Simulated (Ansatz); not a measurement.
# How settings move the G0W0 gap of SnSe2 (CdI2 type)

SnSe2 in the CdI2 structure, relaxed with r2SCAN+rVV10; one-shot G0W0 in Ansatz without spin-orbit coupling. The values are computed, spin-unpolarised, and not measurements.

```yaml
crystal:
  lattice:
    - [3.82515, 0.00000, 0.00000]
    - [-1.91257, 3.31268, 0.00000]
    - [0.00000, 0.00000, 6.22708]
  atoms:
    - { symbol: Sn, position: [0.00000, 0.00000, 0.00000] }
    - { symbol: Se, position: [0.33333, 0.66667, 0.25308] }
    - { symbol: Se, position: [0.66667, 0.33333, 0.74692] }
```

Gaps are read over the mesh points alone. G0W0 values are finite-basis, finite-mesh values.
```
 start       potentials      frequency model     mesh  empty bands  screening cutoff (eV)  Kohn-Sham gap (eV)  G0W0 gap (eV)
   PBE              PAW  contour deformation    6×6×4          179                    100                0.79           1.29
   PBE              PAW  contour deformation    6×6×4          432                    180                0.79           1.29
   PBE              PAW  contour deformation    6×6×4          839                    260                0.79           1.29
 HSE06              PAW  contour deformation    6×6×4          432                    180                1.41           1.63
r2SCAN              PAW  contour deformation    6×6×4          432                    180                1.07           1.47
  PBE0              PAW  contour deformation    6×6×4          432                    180                2.06           1.79
   PBE              PAW     Godby-Needs pole    6×6×4          432                    180                0.79           1.35
   PBE              PAW  contour deformation  12×12×4          128                     80                0.74           1.27
   PBE  norm-conserving  contour deformation    6×6×4          432                    180                0.79           1.31
```

The quasiparticle gap on this mesh is 1.29 eV (k = (0, 1/6, -1/4) to L), against 0.79 eV from PBE: +0.50 eV. Renormalisation factors Z lie between 0.67 and 0.78.

Raising bands and cutoff together moves the gap by 0.00 eV (100 to 180 eV), then 0.00 eV (180 to 260 eV); the last step is small, which bounds nothing strictly. Starting from HSE06 (1.41 eV against PBE's 0.79 eV) gives 1.63 eV, +0.34 eV from G0W0@PBE at the same screening cutoff. Starting from r2SCAN (1.07 eV against PBE's 0.79 eV) gives 1.47 eV, +0.18 eV from G0W0@PBE at the same screening cutoff. Starting from PBE0 (2.06 eV against PBE's 0.79 eV) gives 1.79 eV, +0.50 eV from G0W0@PBE at the same screening cutoff. The Godby-Needs plasmon pole differs from contour deformation by +0.06 eV. Norm-conserving potentials (wave cutoff 1170 eV against 420 eV) shift the quasiparticle gap by +0.02 eV and the PBE gap by 0.00 eV. r2SCAN runs take a wave cutoff of 500 eV.

Coordinates of k points refer to the reciprocal vectors of the primitive cell of the runs.

The program warns that the k mesh is coarse for exact exchange in some of these runs, so their gaps aren't converged.
